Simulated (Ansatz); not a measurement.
PbI2 (CdI2 type)

```yaml
crystal:
  lattice:
    - [4.55930, 0.00000, 0.00000]
    - [-2.27965, 3.94847, 0.00000]
    - [0.00000, 0.00000, 6.97268]
  atoms:
    - { symbol: Pb, position: [0.00000, 0.00000, 0.00000] }
    - { symbol: I, position: [0.33333, 0.66667, 0.27092] }
    - { symbol: I, position: [0.66667, 0.33333, 0.72908] }
```

Grid over V/V₀ and (c/a)/(c/a)₀, subscript 0 meaning the relaxed cell; the conventional c axis lies along z; no internal relaxation.

Method: PBE-D3(BJ) (plane waves to 420 eV, PAW, scalar-relativistic; Ansatz, a quantum-chemistry and plane-wave program). k mesh 8×8×5 (Γ-centred), Fermi-Dirac smearing 0.05 eV. E stands for the smeared free energy. As the atoms are clamped, bonds stretch with the cell, which overstates energies and stresses. PbI2 was relaxed with its symmetry unable to fall. Spin-orbit coupling is left out, though I and Pb are heavy. The PAW data are Ansatz's earlier set. The zero of ΔE is the relaxed starting cell.

```json
[
 {"ΔE (meV/atom)": "(c/a)/(c/a)₀ = 0.880", "V/V₀ = 0.960": "21.1", "V/V₀ = 0.973": "17.8", "V/V₀ = 0.987": "15.9", "V/V₀ = 1.000": "15.4", "V/V₀ = 1.013": "(withheld)", "V/V₀ = 1.027": "17.9", "V/V₀ = 1.040": "20.9"},
 {"ΔE (meV/atom)": "(c/a)/(c/a)₀ = 0.920", "V/V₀ = 0.960": "13.1", "V/V₀ = 0.973": "9.6", "V/V₀ = 0.987": "7.5", "V/V₀ = 1.000": "(withheld)", "V/V₀ = 1.013": "7.4", "V/V₀ = 1.027": "(withheld)", "V/V₀ = 1.040": "12.0"},
 {"ΔE (meV/atom)": "(c/a)/(c/a)₀ = 0.960", "V/V₀ = 0.960": "(withheld)", "V/V₀ = 0.973": "4.5", "V/V₀ = 0.987": "2.4", "V/V₀ = 1.000": "1.7", "V/V₀ = 1.013": "2.3", "V/V₀ = 1.027": "4.0", "V/V₀ = 1.040": "(withheld)"},
 {"ΔE (meV/atom)": "(c/a)/(c/a)₀ = 1.000", "V/V₀ = 0.960": "6.1", "V/V₀ = 0.973": "2.6", "V/V₀ = 0.987": "0.6", "V/V₀ = 1.000": "0.0", "V/V₀ = 1.013": "0.6", "V/V₀ = 1.027": "2.4", "V/V₀ = 1.040": "5.3"},
 {"ΔE (meV/atom)": "(c/a)/(c/a)₀ = 1.040", "V/V₀ = 0.960": "7.4", "V/V₀ = 0.973": "4.1", "V/V₀ = 0.987": "2.2", "V/V₀ = 1.000": "1.7", "V/V₀ = 1.013": "2.5", "V/V₀ = 1.027": "4.4", "V/V₀ = 1.040": "7.5"},
 {"ΔE (meV/atom)": "(c/a)/(c/a)₀ = 1.080", "V/V₀ = 0.960": "12.0", "V/V₀ = 0.973": "8.9", "V/V₀ = 0.987": "7.3", "V/V₀ = 1.000": "(withheld)", "V/V₀ = 1.013": "(withheld)", "V/V₀ = 1.027": "10.1", "V/V₀ = 1.040": "13.3"},
 {"ΔE (meV/atom)": "(c/a)/(c/a)₀ = 1.120", "V/V₀ = 0.960": "20.0", "V/V₀ = 0.973": "17.2", "V/V₀ = 0.987": "15.8", "V/V₀ = 1.000": "15.8", "V/V₀ = 1.013": "17.0", "V/V₀ = 1.027": "19.4", "V/V₀ = 1.040": "22.8"}
]
```

Problem. Complete the blanks.

Solution. 
- (c/a)/(c/a)₀ = 0.880, V/V₀ = 1.013: 16.1
- (c/a)/(c/a)₀ = 0.920, V/V₀ = 1.000: 6.9
- (c/a)/(c/a)₀ = 0.920, V/V₀ = 1.027: 9.2
- (c/a)/(c/a)₀ = 0.960, V/V₀ = 0.960: 8.0
- (c/a)/(c/a)₀ = 0.960, V/V₀ = 1.040: 6.8
- (c/a)/(c/a)₀ = 1.080, V/V₀ = 1.000: 7.0
- (c/a)/(c/a)₀ = 1.080, V/V₀ = 1.013: 8.0

(Under strain, the slope of the energy per volume gives the stress and its curvature an elastic modulus.)
